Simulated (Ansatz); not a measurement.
Sn:
```cif
data_Sn2
_chemical_formula_sum 'Sn2'
_space_group_name_H-M_alt 'P 1'
_space_group_IT_number 1
_cell_length_a 4.62536
_cell_length_b 4.62536
_cell_length_c 4.62536
_cell_angle_alpha 60.000
_cell_angle_beta 60.000
_cell_angle_gamma 60.000
loop_
_space_group_symop_operation_xyz
  'x, y, z'
loop_
_atom_site_label
_atom_site_type_symbol
_atom_site_fract_x
_atom_site_fract_y
_atom_site_fract_z
_atom_site_occupancy
Sn1 Sn 0.50000 0.50000 0.50000 1
Sn2 Sn 0.75000 0.75000 0.75000 1
```

Relaxed with PBEsol.

**Question.** Decompose the optical modes at the zone centre into irreducible representations, and say which are infrared and Raman allowed.

**Answer.** Point group m-3m: Γ_opt = T2g. Infrared: none. Raman: T2g.

**Question.** Assign frequencies (DFPT, PBEsol in the plane-wave PAW code Ansatz).

**Answer.** T2g 181 cm⁻¹.

Space group Fd-3m (diamond). This is a known low-temperature phase of the composition, computed here at zero pressure and temperature. The PBEsol relaxation kept the symmetry of its start; of distortions, only those at the zone centre were tested. As this level gives no gap, phonon frequencies hold no LO–TO term and depend on the k-mesh and smearing (Fermi–Dirac, 0.1 eV here). Scalar-relativistic: spin–orbit coupling is off unless named, which matters more the heavier the elements.

Potentials: the earlier of the program's two PAW sets.
